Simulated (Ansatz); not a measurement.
In PBE in the plane-wave PAW code Ansatz, Re in the hexagonal phase (P-6m2; Re on 2g, Re on 2h, Re on 1a, Re on 1f) relaxes to a = 2.778 Å, c = 13.424 Å. Re on 2g has 12 nearest neighbours from 2.75 Å (cuboctahedral); Re on 2h has 12 nearest neighbours from 2.75 Å (anticuboctahedral); Re on 1a has 12 nearest neighbours from 2.75 Å (anticuboctahedral); Re on 1f has 12 nearest neighbours from 2.75 Å (anticuboctahedral).

Electronic character: metallic (no gap). Gap from PBE with spin–orbit coupling: none (metallic).

The bulk modulus is 363 GPa.

The start of the workflow was typed in or built on a structure type; neither database checked (COD, Materials Project) lists it. It is not the phase usual at ambient conditions (space group No. 194). Symmetry was held in the PBE relaxation; whether a distortion lowers the energy is not shown. The run is not spin-polarised. Axis ratios of metals converge slowly with the k-mesh, so a and c are less sure than the volume. Scalar-relativistic: spin–orbit coupling is off unless named, which matters more the heavier the elements.

Potentials: the later of the program's two PAW sets.
